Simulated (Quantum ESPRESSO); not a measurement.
Si3F4O4, one run as intended and one with a planted mistake

Computed values, not a measurement. The program is pw.x of Quantum ESPRESSO 7.5 (plane-wave density functional theory). The cell is made up: 11 atoms on a rutile lattice with one site empty, with randomly drawn elements, strain and displacements, not relaxed. PseudoDojo standard norm-conserving files (v0.5 for PBE, v0.4.1 for LDA and PBEsol) set the functional; there is no spin polarisation, spin-orbit coupling or dispersion term, and the masses in the input are unused placeholders.

Intended input:

```
&control calculation='scf', pseudo_dir='./dojo.nc.sr.pbe.v0_5.standard.upf', outdir='./o', disk_io='low', tprnfor=.true., tstress=.true. /
&system ibrav=0, nat=11, ntyp=3, nbnd=38, ecutwfc=84.00895049, nosym=.true., tot_charge=0,
 occupations='smearing', smearing='fd', degauss=0.0018374661
/
&electrons conv_thr=7.350e-09, electron_maxstep=60, /
ATOMIC_SPECIES
F 1.0 F.upf
O 1.0 O.upf
Si 1.0 Si.upf
CELL_PARAMETERS angstrom
4.209 -0.0315 -0.0514
-0.0315 4.1727 -0.0451
-0.0653 -0.0573 5.3772
ATOMIC_POSITIONS angstrom
Si -0.0253 -0.0715 -0.0975
Si 2.1459 2.1271 1.3286
Si 1.9791 1.9616 3.891
F 1.2503 1.1696 -0.0621
O 2.903 2.8644 -0.11
F 3.2497 0.8265 1.2097
O 0.758 3.3107 1.2531
F 1.221 1.1466 2.5981
O 3.0283 2.7476 2.5839
F 3.3786 0.7166 3.9553
O 0.6697 3.3141 3.9071
K_POINTS automatic
5 5 4 1 1 1
```

The log is shortened where brackets say so; the opening notice, blank lines, dates and the lines on written files are dropped, and the path of the files is cut. It prints rydbergs, bohrs and kilobars, and counts compression as positive stress. Where no state is partly filled, the Fermi energy that it prints is only some level between the filled and the empty states on the mesh, and need not lie in the true gap.

Log of the intended run:

```
     Program PWSCF v.7.5
     Parallel version (MPI & OpenMP), running on       4 processor cores
     Number of MPI processes:                 4
     Threads/MPI process:                     1
     [start-up lines left out]
     bravais-lattice index     =            0
     lattice parameter (alat)  =       7.9547  a.u.
     unit-cell volume          =     637.1021 (a.u.)^3
     number of atoms/cell      =           11
     number of atomic types    =            3
     number of electrons       =        64.00
     number of Kohn-Sham states=           38
     kinetic-energy cutoff     =      84.0090  Ry
     charge density cutoff     =     336.0358  Ry
     scf convergence threshold =      7.3E-09
     mixing beta               =       0.7000
     number of iterations used =            8  plain     mixing
     Exchange-correlation= PBE
                           (   1   4   3   4   0   0   0)
     [axes and pseudopotential details left out]
   Cartesian axes
     site n.     atom                  positions (alat units)
         1        Si     tau(   1) = (  -0.0060103  -0.0169857  -0.0231623  )
         2        Si     tau(   2) = (   0.5097838   0.5053176   0.3156246  )
         3        Si     tau(   3) = (   0.4701585   0.4660011   0.9243528  )
         4        F      tau(   4) = (   0.2970235   0.2778522  -0.0147526  )
         5        O      tau(   5) = (   0.6896418   0.6804719  -0.0261318  )
         6        F      tau(   6) = (   0.7720044   0.1963448   0.2873785  )
         7        O      tau(   7) = (   0.1800718   0.7864957   0.2976886  )
         8        F      tau(   8) = (   0.2900629   0.2723883   0.6172092  )
         9        O      tau(   9) = (   0.7194083   0.6527247   0.6138358  )
        10        F      tau(  10) = (   0.8026262   0.1702368   0.9396280  )
        11        O      tau(  11) = (   0.1590951   0.7873034   0.9281776  )
     number of k points=    50  Fermi-Dirac smearing, width (Ry)=  0.0018
                       cart. coord. in units 2pi/alat
        k(    1) = (   0.1020026   0.1027332   0.1001871), wk =   0.0400000
        k(    2) = (   0.1044092   0.1048672   0.2959465), wk =   0.0400000
     [further k points left out]
     Dense  grid:    66251 G-vectors     FFT dimensions: (  48,  48,  60)
     Estimated max dynamical RAM per process >     152.29 MB
     Estimated total dynamical RAM >     560.62 MB
     Initial potential from superposition of free atoms
     starting charge      63.9981, renormalised to      64.0000
     Starting wfcs are   44 randomized atomic wfcs
     total cpu time spent up to now is        2.2 secs
     per-process dynamical memory:   124.2 Mb
     Self-consistent Calculation
     iteration #  1     ecut=    84.01 Ry     beta= 0.70
     Davidson diagonalization with overlap
     ethr =  1.00E-02,  avg # of iterations =  2.2
     total cpu time spent up to now is        5.4 secs
     total energy              =    -354.31846495 Ry
     estimated scf accuracy    <       2.34082974 Ry
     iteration #  2     ecut=    84.01 Ry     beta= 0.70
     Davidson diagonalization with overlap
     ethr =  3.66E-03,  avg # of iterations =  3.1
     total cpu time spent up to now is        8.9 secs
     total energy              =    -354.54745593 Ry
     estimated scf accuracy    <       3.32471313 Ry
     [iterations 3 to 10 left out]
     iteration # 11     ecut=    84.01 Ry     beta= 0.70
     Davidson diagonalization with overlap
     ethr =  1.69E-10,  avg # of iterations =  3.6
     total cpu time spent up to now is       36.8 secs
     total energy              =    -355.34823290 Ry
     estimated scf accuracy    <       0.00000006 Ry
     iteration # 12     ecut=    84.01 Ry     beta= 0.70
     Davidson diagonalization with overlap
     ethr =  9.66E-11,  avg # of iterations =  2.0
     total cpu time spent up to now is       39.6 secs
     End of self-consistent calculation
     [lines on levels left out]
     the Fermi energy is    10.1409 ev
!    total energy              =    -355.34823291 Ry
     estimated scf accuracy    <          6.6E-10 Ry
     smearing contrib. (-TS)   =       0.00000000 Ry
     internal energy E=F+TS    =    -355.34823291 Ry
     The total energy is F=E-TS. E is the sum of the following terms:
     one-electron contribution =     -82.06839179 Ry
     hartree contribution      =      87.11189403 Ry
     xc contribution           =     -88.04886617 Ry
     ewald contribution        =    -272.34286898 Ry
     convergence has been achieved in  12 iterations
     Forces acting on atoms (cartesian axes, Ry/au):
     atom    1 type  3   force =     0.07325549   -0.26752047    0.04103753
     atom    2 type  3   force =    -0.02835684    0.23843175    0.05083264
     atom    3 type  3   force =     0.04447335    0.28890558   -0.09590963
     atom    4 type  1   force =     0.01597884    0.02017569   -0.01221522
     atom    5 type  2   force =    -0.05931370   -0.06875338   -0.01514817
     atom    6 type  1   force =     0.02103401   -0.04207977   -0.06393120
     atom    7 type  2   force =     0.05169491   -0.02819187   -0.09371315
     atom    8 type  1   force =     0.00471751   -0.01097451    0.00445506
     atom    9 type  2   force =    -0.15783630   -0.08915755    0.05309802
     atom   10 type  1   force =    -0.07603759    0.04466508    0.04528699
     atom   11 type  2   force =     0.11039032   -0.08550055    0.08620713
     Total force =     0.577870     Total SCF correction =     0.000074
     Computing stress (Cartesian axis) and pressure
          total   stress  (Ry/bohr**3)                   (kbar)     P=       58.28
   0.00036033   0.00105725   0.00028380           53.01      155.53       41.75
   0.00105725   0.00034865   0.00031544          155.53       51.29       46.40
   0.00028380   0.00031544   0.00047959           41.75       46.40       70.55
     init_run     :      2.11s CPU      2.15s WALL (       1 calls)
     electrons    :     37.28s CPU     37.39s WALL (       1 calls)
     forces       :      0.57s CPU      0.58s WALL (       1 calls)
     stress       :      1.85s CPU      1.85s WALL (       1 calls)
     [timing details left out]
     PWSCF        :     41.87s CPU     42.03s WALL
     JOB DONE.
```

A second run has one planted mistake: the smearing is too wide. The input lines that differ, file-writing options aside:

```
- &system ibrav=0, nat=11, ntyp=3, nbnd=38, ecutwfc=84.00895049, nosym=.true., tot_charge=0,
+ &system ibrav=0, nat=11, ntyp=3, nbnd=56, ecutwfc=84.00895049, nosym=.true., tot_charge=0,
-  occupations='smearing', smearing='fd', degauss=0.0018374661
+  occupations='smearing', smearing='fd', degauss=0.0286644713
```

Its log:

```
     Program PWSCF v.7.5
     Parallel version (MPI & OpenMP), running on       4 processor cores
     Number of MPI processes:                 4
     Threads/MPI process:                     1
     [start-up lines left out]
     bravais-lattice index     =            0
     lattice parameter (alat)  =       7.9547  a.u.
     unit-cell volume          =     637.1021 (a.u.)^3
     number of atoms/cell      =           11
     number of atomic types    =            3
     number of electrons       =        64.00
     number of Kohn-Sham states=           56
     kinetic-energy cutoff     =      84.0090  Ry
     charge density cutoff     =     336.0358  Ry
     scf convergence threshold =      7.3E-09
     mixing beta               =       0.7000
     number of iterations used =            8  plain     mixing
     Exchange-correlation= PBE
                           (   1   4   3   4   0   0   0)
     [axes and pseudopotential details left out]
   Cartesian axes
     site n.     atom                  positions (alat units)
         1        Si     tau(   1) = (  -0.0060103  -0.0169857  -0.0231623  )
         2        Si     tau(   2) = (   0.5097838   0.5053176   0.3156246  )
         3        Si     tau(   3) = (   0.4701585   0.4660011   0.9243528  )
         4        F      tau(   4) = (   0.2970235   0.2778522  -0.0147526  )
         5        O      tau(   5) = (   0.6896418   0.6804719  -0.0261318  )
         6        F      tau(   6) = (   0.7720044   0.1963448   0.2873785  )
         7        O      tau(   7) = (   0.1800718   0.7864957   0.2976886  )
         8        F      tau(   8) = (   0.2900629   0.2723883   0.6172092  )
         9        O      tau(   9) = (   0.7194083   0.6527247   0.6138358  )
        10        F      tau(  10) = (   0.8026262   0.1702368   0.9396280  )
        11        O      tau(  11) = (   0.1590951   0.7873034   0.9281776  )
     number of k points=    50  Fermi-Dirac smearing, width (Ry)=  0.0287
                       cart. coord. in units 2pi/alat
        k(    1) = (   0.1020026   0.1027332   0.1001871), wk =   0.0400000
        k(    2) = (   0.1044092   0.1048672   0.2959465), wk =   0.0400000
     [further k points left out]
     Dense  grid:    66251 G-vectors     FFT dimensions: (  48,  48,  60)
     Estimated max dynamical RAM per process >     193.59 MB
     Estimated total dynamical RAM >     725.85 MB
     Initial potential from superposition of free atoms
     starting charge      63.9981, renormalised to      64.0000
     Starting wfcs are   44 randomized atomic wfcs +   12 random wfcs
     total cpu time spent up to now is        2.4 secs
     per-process dynamical memory:   157.0 Mb
     Self-consistent Calculation
     iteration #  1     ecut=    84.01 Ry     beta= 0.70
     Davidson diagonalization with overlap
     ethr =  1.00E-02,  avg # of iterations =  6.3
     total cpu time spent up to now is        8.8 secs
     total energy              =    -354.39616900 Ry
     estimated scf accuracy    <       2.25208269 Ry
     iteration #  2     ecut=    84.01 Ry     beta= 0.70
     Davidson diagonalization with overlap
     ethr =  3.52E-03,  avg # of iterations =  3.2
     total cpu time spent up to now is       13.4 secs
     total energy              =    -354.42100171 Ry
     estimated scf accuracy    <       3.68431935 Ry
     [iterations 3 to 9 left out]
     iteration # 10     ecut=    84.01 Ry     beta= 0.70
     Davidson diagonalization with overlap
     ethr =  1.38E-09,  avg # of iterations =  2.0
     total cpu time spent up to now is       45.0 secs
     total energy              =    -355.35019739 Ry
     estimated scf accuracy    <       0.00000009 Ry
     iteration # 11     ecut=    84.01 Ry     beta= 0.70
     Davidson diagonalization with overlap
     ethr =  1.40E-10,  avg # of iterations =  2.0
     total cpu time spent up to now is       48.8 secs
     End of self-consistent calculation
     [lines on levels left out]
     the Fermi energy is    10.5469 ev
!    total energy              =    -355.35019740 Ry
     estimated scf accuracy    <          5.9E-09 Ry
     smearing contrib. (-TS)   =      -0.00941060 Ry
     internal energy E=F+TS    =    -355.34078680 Ry
     The total energy is F=E-TS. E is the sum of the following terms:
     one-electron contribution =     -82.06212527 Ry
     hartree contribution      =      87.11128693 Ry
     xc contribution           =     -88.04707948 Ry
     ewald contribution        =    -272.34286898 Ry
     convergence has been achieved in  11 iterations
     Forces acting on atoms (cartesian axes, Ry/au):
     atom    1 type  3   force =     0.07151989   -0.26391726    0.04070724
     atom    2 type  3   force =    -0.02792748    0.23497570    0.04972755
     atom    3 type  3   force =     0.04486260    0.28585857   -0.09529977
     atom    4 type  1   force =     0.01459526    0.01938514   -0.01029379
     atom    5 type  2   force =    -0.05865769   -0.06679526   -0.01465695
     atom    6 type  1   force =     0.02073440   -0.04168461   -0.06253531
     atom    7 type  2   force =     0.05178037   -0.02873583   -0.09309503
     atom    8 type  1   force =     0.00442074   -0.01048547    0.00283539
     atom    9 type  2   force =    -0.15670520   -0.08696841    0.05296170
     atom   10 type  1   force =    -0.07467712    0.04407245    0.04412348
     atom   11 type  2   force =     0.11005423   -0.08570502    0.08552548
     Total force =     0.571021     Total SCF correction =     0.000156
     Computing stress (Cartesian axis) and pressure
          total   stress  (Ry/bohr**3)                   (kbar)     P=       63.59
   0.00038811   0.00104036   0.00027886           57.09      153.04       41.02
   0.00104036   0.00039363   0.00031416          153.04       57.90       46.21
   0.00027886   0.00031416   0.00051517           41.02       46.21       75.78
     init_run     :      2.30s CPU      2.35s WALL (       1 calls)
     electrons    :     46.28s CPU     46.43s WALL (       1 calls)
     forces       :      0.72s CPU      0.73s WALL (       1 calls)
     stress       :      2.35s CPU      2.35s WALL (       1 calls)
     [timing details left out]
     PWSCF        :     51.69s CPU     51.93s WALL
     JOB DONE.
```

```
                                            intended run  run with the mistake
                          free energy (eV)     -4834.759             -4834.786
                    smearing term -TS (eV)        0.0000               -0.1280
                            pressure (GPa)          5.83                  6.36
            largest force component (eV/Å)         7.428                 7.350
largest change of a force component (eV/Å)                               0.093
                                iterations            12                    11
```

For scale, a rerun of the intended cell at a cutoff of 1437 eV and k mesh 7 x 7 x 6 moved values by no more than 0.003 eV in energy, 0.03 GPa in stress and 0.002 eV/Å in force. The number of bands, nbnd, was set by rule from the electron count and the smearing, so it follows the mistake.